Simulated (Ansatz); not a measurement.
## Structures of RbGe₂Sb₃: which is lowest?

Plane-wave DFT in Ansatz with scalar-relativistic PAW potentials, cutoff 420 eV, Γ-centred meshes chosen by cell and gap, Gaussian smearing with energies taken to zero width. Every cell was relaxed (cell and atoms) in a run of its own, within the symmetry of its start. Functional: PBE.

Relaxed structures (starts from databases or built by putting these elements on another compound's sites):
A. P6_3/mmc, 12 atoms in the computed cell, a = 4.068 Å, c = 25.261 Å; sites (symmetry × multiplicity) Rb -6m2 × 2, Ge 3m. × 4, Sb -3m. × 2 + 3m. × 4; start: built
B. P6/mmm, 6 atoms in the computed cell, a = 6.950 Å, c = 4.413 Å; sites (symmetry × multiplicity) Rb 6/mmm × 1, Ge -6m2 × 2, Sb mmm × 3; start: built

Task: Rank them by energy. Could pressure change the order?

Result:
| structure | group | E − E(lowest) (meV/atom) | V (Å³/atom) | gap on mesh (eV) |
| --- | --- | --- | --- | --- |
| B | P6/mmm | 0.0 | 30.76 | 0.00 |
| A | P6_3/mmc | 3.1 | 30.17 | 0.00 |

B and A are level within the 5 meV/atom that separate runs leave open. The two lowest differ in volume by under 3 %, too little for a first-order estimate of what pressure does to that pair (other pairs aren't weighed here). Other structures may lie lower than all of these, and vibrations aren't counted.

Spin-orbit coupling is left out, which matters for the bands of heavy elements.